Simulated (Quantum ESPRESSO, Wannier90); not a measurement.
## Tight-binding from DFT: CsAsF$_{6}$ (R-3)

```
begin unit_cell_cart
ang
    3.8558601241    2.2261818806    2.6220500000
   -3.8558601241    2.2261818806    2.6220500000
    0.0000000000   -4.4523637612    2.6220500000
end unit_cell_cart
begin atoms_frac
Cs   0.5000000000  0.5000000000  0.5000000000
As   0.0000000000  0.0000000000  0.0000000000
F    0.1895900000  0.2754800000 -0.0776600000
F   -0.1895900000 -0.2754800000  0.0776600000
F   -0.0776600000  0.1895900000  0.2754800000
F    0.0776600000 -0.1895900000 -0.2754800000
F    0.2754800000 -0.0776600000  0.1895900000
F   -0.2754800000  0.0776600000 -0.1895900000
end atoms_frac
```

Structure: Materials Project mp-9820, symmetrised, not relaxed again. Not found in the COD (Crystallography Open Database) copy used; not checked further. Computed values, not measurements, from LDA: Quantum ESPRESSO (norm-conserving PseudoDojo potentials, cutoff 68 Ry, no spin polarisation, no spin-orbit coupling) on a Γ-centred 4×4×4 mesh, then Wannier90. Density: 6×6×6 mesh, cold smearing 0.01 Ry. Spin-orbit coupling is left out although heavy elements are present.

Bands 10-11 form an isolated set from -19.48 to -19.44 eV relative to the valence-band maximum (on the path) and are turned into 2 Wannier functions by minimising the spread from the start: SCDM (isolated).

Where do the functions sit, how wide are they and what are they made of?


```tsv
functions	spread (Å²)	nearest atom, distance (Å)	second atom, distance (Å)	weight on atomic waves
2	3.05	As 0.00	F 1.75	F 2s 98 %
```

Ω_I = 6.09 Å², Ω_total = 6.11 Å²; the interpolated bands follow pw.x to 0.1 meV rms on the path. Only this start was tried; a symmetric start can stop on a saddle, and mixtures of these functions could lower the total by at most Ω_total − Ω_I.
